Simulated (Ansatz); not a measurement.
Theory: DFT PBE, scalar-relativistic, plane waves, PAW (Ansatz 0.2.0). All cells share a 420 eV cutoff and Γ-centred k meshes spaced at most about 0.3 Å⁻¹ (about 0.25 or finer for metals, 2π included). No spin polarisation in the final relaxations.

These are static total energies at zero pressure.

Two relaxed structures of Al3SiPd2:

A.

Space group P4mm (No. 99). a = 3.712 Å, b = 3.712 Å, c = 6.933 Å, α = 90.00°, β = 90.00°, γ = 90.00°
| atom | site | symmetry | x | y | z |
| --- | --- | --- | --- | --- | --- |
| Al | 2c | 2mm. | 0.5000 | 0.0000 | 0.9999 |
| Al | 1b | 4mm | 0.5000 | 0.5000 | 0.3764 |
| Si | 1a | 4mm | 0.0000 | 0.0000 | 0.6213 |
| Pd | 1b | 4mm | 0.5000 | 0.5000 | 0.7457 |
| Pd | 1a | 4mm | 0.0000 | 0.0000 | 0.2568 |

B.

Space group Cmmm (No. 65). a = 5.407 Å, b = 8.745 Å, c = 4.320 Å, α = 90.00°, β = 90.00°, γ = 90.00°
```csv
atom,site,symmetry,x,y,z
Al,4i,m2m,0.5000,0.8133,0.0000
Al,2c,mmm,0.5000,0.0000,0.5000
Si,2a,mmm,0.0000,0.0000,0.0000
Pd,4f,..2/m,0.2500,0.7500,0.5000
```

Question: Which would you expect to be lower, and how large is the difference?

Answer: A is lower, by 206 meV/atom. A has space group P4mm (No. 99), 15.9 Å³/atom and no gap on its mesh; B has space group Cmmm (No. 65), 17.0 Å³/atom and no gap. Counting Al or Pd atoms around Si (for each partner element, those within 1.25 times its shortest distance or 1.15 times the sum of covalent radii, where it is the nearest in units of that sum or under 1.3; a plus sign parts groups by distance over the sum of covalent radii; the shortest distance is added where it exceeds 1.18 times the sum of covalent radii), A has Si 5 and B has Si 2+4 from 2.7 Å. The denser one is the lower, and pressure would at first widen the difference. Both come from invented guesses.

Cells relaxed within their symmetry can be saddle points.
